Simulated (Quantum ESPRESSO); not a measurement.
## Band energies of AlPO$_{4}$

```xyz
12
Lattice="5.2860 0.0000 0.0000 -2.6430 4.5778 0.0000 0.0000 0.0000 8.6294" Properties=species:S:1:pos:R:3 pbc="T T T"
O     -1.2364     2.3380     4.2753
O      2.6430     0.0982     8.5900
O      1.2364     2.3380     4.2753
O      3.8795     2.2398     8.5900
O      0.0000     4.4796     4.2753
O      1.4066     2.2398     8.5900
O      0.0000     3.0519     2.2570
O      2.6430     1.5259     6.5717
Al     0.0000     3.0519     0.5346
Al     2.6430     1.5259     4.8493
P      2.6430     1.5259     8.0857
P      0.0000     3.0519     3.7710
```

norm-conserving PBEsol (Quantum ESPRESSO, 84 Ry, without SOC); path ΓMKΓALHA,LM,KH; energies in eV from the valence-band maximum.

```csv
k (1/Å),point,band 28,band 29,band 30,band 31,band 32,band 33,band 34,band 35
0.00,Γ,-0.80,-0.02,-0.02,-0.01,0.00,5.55,7.60,8.07
0.23,,-0.81,-0.19,-0.17,-0.16,-0.02,5.86,7.94,8.18
0.46,,-0.88,-0.57,-0.47,-0.46,-0.01,6.66,8.42,8.51
0.69,M,-0.90,-0.82,-0.70,-0.57,-0.01,7.66,7.74,8.61
0.69,K,-1.00,-0.90,-0.68,-0.68,-0.19,8.15,8.47,8.47
0.88,,-0.89,-0.86,-0.77,-0.48,-0.14,7.31,8.59,8.66
1.28,,-0.81,-0.17,-0.13,-0.08,-0.04,5.78,7.86,8.15
1.48,Γ,-0.80,-0.02,-0.02,-0.01,0.00,5.55,7.60,8.07
1.84,A,-0.40,-0.40,-0.40,0.00,0.00,6.27,6.27,8.48
2.01,,-0.46,-0.42,-0.42,-0.09,-0.09,6.43,6.43,8.60
2.36,,-0.73,-0.66,-0.66,-0.30,-0.30,7.42,7.42,8.60
2.53,L,-0.84,-0.69,-0.69,-0.31,-0.31,7.86,7.86,8.28
2.93,H,-0.97,-0.61,-0.61,-0.50,-0.50,8.37,8.37,8.48
3.06,,-0.92,-0.61,-0.61,-0.47,-0.47,8.00,8.00,8.67
3.32,,-0.65,-0.49,-0.49,-0.33,-0.33,7.02,7.02,8.84
3.45,,-0.53,-0.44,-0.44,-0.19,-0.19,6.63,6.63,8.73
3.72,A,-0.40,-0.40,-0.40,0.00,0.00,6.27,6.27,8.48
3.72,L,-0.84,-0.69,-0.69,-0.31,-0.31,7.86,7.86,8.28
4.08,M,-0.90,-0.82,-0.70,-0.57,-0.01,7.66,7.74,8.61
4.08,K,-1.00,-0.90,-0.68,-0.68,-0.19,8.15,8.47,8.47
4.45,H,-0.97,-0.61,-0.61,-0.50,-0.50,8.37,8.37,8.48
```

The PBEsol gap is direct, 5.55 eV at Γ. Another valence extremum on the path lies within 0.02 eV, too close to call.

Geometry of the Materials Project entry, not relaxed at this level.
